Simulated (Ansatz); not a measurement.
Start of a relaxation, F over the place (0/6, 0/6) of the surface cell, counted from the highest slab atom, its height relaxed (HfB2, P6/mmm (No. 191), (1 0 0) face):

```
CELL_PARAMETERS angstrom
3.12742 0.00000 0.00000
0.00000 3.44714 0.00000
0.00000 0.00000 26.22247
ATOMIC_POSITIONS crystal
B 0.00000 0.50000 0.32415
Hf 0.50000 0.00000 0.35858
B 0.00000 0.50000 0.39301
B 0.50000 0.50000 0.42744
Hf 0.00000 0.00000 0.46250
B 0.50000 0.50000 0.49685
B 0.00000 0.50000 0.53077
Hf 0.50000 0.00000 0.57014
B 0.00000 0.50000 0.59589
F 0.00000 0.50000 0.65004
```

Method: DFT PBEsol, scalar-relativistic, plane waves, PAW in Ansatz 0.2.0. Cutoff 420 eV; k points 9×8×1 on the computed 10-atom cell (Γ-centred); Gaussian smearing, width 0.10 eV; no spin polarisation. The cell repeats along c with a dipole correction in the vacuum.

Atoms 1, 2, 3, 4, 5, 6, 7, 8, 9 (counted from 1) are held. Atom 10 may move along c only. The cell is fixed. Force threshold 0.02 eV/Å.

| step | E − E_final (eV) | largest force (eV/Å) |
| --- | --- | --- |
| 1 | 0.003 | 0.387 |
| 2 | 0.001 | 0.197 |
| 3 | 0.000 | 0.006 |
| 4 | 0.000 | 0.007 |

(1) What is the final structure?

The end is the local minimum or symmetric point that this start leads to.

Spin–orbit coupling is left out, which can shift energies with elements as heavy as these. Spin polarisation was left out, and a magnetic state may lie lower.

## Answers

(1)
```xyz
10
Lattice="3.1274 0.0000 0.0000 0.0000 3.4471 0.0000 0.0000 0.0000 26.2225" Properties=species:S:1:pos:R:3 pbc="T T T"
B     0.0000    1.7236    8.5000
Hf    1.5637    0.0000    9.4028
B     0.0000    1.7236   10.3056
B     1.5637    1.7236   11.2084
Hf    0.0000    0.0000   12.1279
B     1.5637    1.7236   13.0286
B     0.0000    1.7236   13.9181
Hf    1.5637    0.0000   14.9505
B     0.0000    1.7236   15.6257
F     0.0000    1.7236   17.0324
```